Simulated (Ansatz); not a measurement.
The start is a relaxed MgS cell deformed by the Cartesian strain tensor (xx, yy, zz, yz, xz, xy) = (-0.121, -0.074, -0.081, 0.009, -0.033, 0.042). Cell shape, volume and atoms are optimised at zero target pressure with r2SCAN (plane waves to 500 eV, PAW, scalar-relativistic; Ansatz, a quantum-chemistry and plane-wave program). The first steps use a 12×13×11 k-mesh.

Starting cell:
```yaml
crystal:
  lattice:
    - [0.02341, 2.43115, 2.41294]
    - [2.20221, 0.13008, 2.30627]
    - [2.39472, 2.51700, -0.06244]
  atoms:
    - { symbol: S, position: [0.00000, 0.00000, 0.00000] }
    - { symbol: Mg, position: [0.50000, 0.50000, 0.50000] }
```

```yaml
initial_pressure: "+43.0 GPa (positive: the cell is compressed)"
volume_change: +34.2 %, from 13.12 to 17.61 Å³/atom
relative_to_the_parent: The parent structure is recovered, Fm-3m (No. 225)
Shortest distances (start → end): "The closest pairs of elements (up to four, under 3.6 Å), start → end: Mg–S 2.29 → 2.60 Å; Mg–Mg 3.17 → 3.68 Å; S–S 3.17 → 3.68 Å"
band_gap_at_the_end: 3.46 eV, indirect (valence top at Γ, conduction bottom at X) (no spin-orbit coupling)
optimiser_moves: 6
```

Final values are on a 11×11×11 k-mesh of the relaxed cell. No spin polarisation in the result.

The run could not lose the symmetry of its start.

All atoms sit on sites fixed by symmetry, so only the cell could relax.
